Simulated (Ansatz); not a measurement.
Starting cell, C (diamond):

```yaml
crystal:
  lattice:
    - [0.00000, 1.78581, 1.78581]
    - [1.78581, 0.00000, 1.78581]
    - [1.78581, 1.78581, 0.00000]
  atoms:
    - { symbol: C, position: [0.50000, 0.50000, 0.50000] }
    - { symbol: C, position: [0.75000, 0.75000, 0.75000] }
```

In each cell atom 2 (C, nearest neighbour C at 1.547 Å; its periodic images, 2.5 Å or more away, move with it) moves by s·(0.577, 0.577, 0.577) (along Cartesian [111]), the rest being held.

Method: PBE (plane waves to 420 eV, PAW, scalar-relativistic; Ansatz, a program for electronic structure). k mesh 13×13×13 (Γ-centred), Fermi-Dirac smearing 0.05 eV. Stress and pressure are positive under compression. Left out: 1 of 11 points, with atoms too close for the PAW data. As the smearing reaches across the gap at some points, energies and forces of such displacements shift with the k mesh and the smearing. F∥ is the force on the atom along that direction. C was relaxed with its symmetry unable to fall. The PAW data are Ansatz's earlier set. 

| s (Å) | P (GPa) | F∥ (eV/Å) |
|---|---|---|
| -0.368 | 82.2 | ? |
| -0.276 | 40.3 | 15.287 |
| -0.184 | 15.6 | 9.058 |
| -0.092 | 3.4 | ? |
| 0.000 | 0.0 | 0.000 |
| 0.092 | 2.5 | -2.788 |
| 0.184 | 8.4 | -4.299 |
| 0.276 | 15.7 | -4.469 |
| 0.368 | 23.0 | -4.052 |
| 0.460 | 28.7 | -3.334 |

Problem. What belongs in the gaps?

Solution. 
- -0.368, F∥ (eV/Å): 22.441
- -0.092, F∥ (eV/Å): 3.951

(A displaced cell: forces are minus the slopes of the energy, force constants its curvatures, and phonons follow from these.)
